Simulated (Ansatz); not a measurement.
The relaxed structure here is a generated cell of AlNi: the first start was made by placing the elements on the sites of a structure type, and the end was not matched to a known phase here, so it may be hypothetical. Known forms of AlNi include space group No. 221.

A relaxed cell of AlNi (R-3m (No. 166)), relaxed on a k-mesh at least as fine as the one used below. Calculation: r2SCAN (plane waves to 500 eV, PAW, scalar-relativistic; Ansatz, an electronic-structure program). Γ-centred k-mesh 14×14×7 on the run's cell (coarser than for final values), Fermi–Dirac smearing 0.05 eV.

```
AlNi
1.0
    1.34814     0.77835     3.87675
   -1.34814     0.77835     3.87675
    0.00000    -3.11339     7.75350
Al Ni
2 2
Direct
  0.00000   0.00000   0.00000
  0.00000   0.00000   0.50000
  0.50000   0.50000   0.25000
  0.50000   0.50000   0.75000
```

The atoms are displaced by (Å):

```
atom      ux      uy      uz
----  ------  ------  ------
Al1    0.109  -0.072  -0.065
Al2   -0.077   0.090  -0.050
Ni3   -0.053  -0.056  -0.124
Ni4    0.058   0.059   0.128
```

Q: What forces (eV/Å) and pressure result?

A: 
| atom | Fx | Fy | Fz |
|---|---|---|---|
| Al1 | -0.91 | 1.33 | 0.38 |
| Al2 | 0.59 | -1.51 | 0.08 |
| Ni3 | 0.38 | 0.51 | 0.76 |
| Ni4 | -0.06 | -0.33 | -1.21 |

Pressure +3.7 GPa.

Q: Estimate the energy cost of the displacement in the harmonic approximation and compare with the calculation.

A: For a harmonic well ΔE = −½ Σ F·u = 0.363 eV a cell, or 91 meV/atom. The calculated energy relative to the undisplaced cell is +0.09 eV/atom, so the harmonic estimate holds well.

No spin polarisation in the result: the starting moments vanished. A magnetic state may lie lower.

The run that gave the undisplaced cell could not lose the symmetry of its start; a randomly shaken copy of 4 atoms returns to this structure.
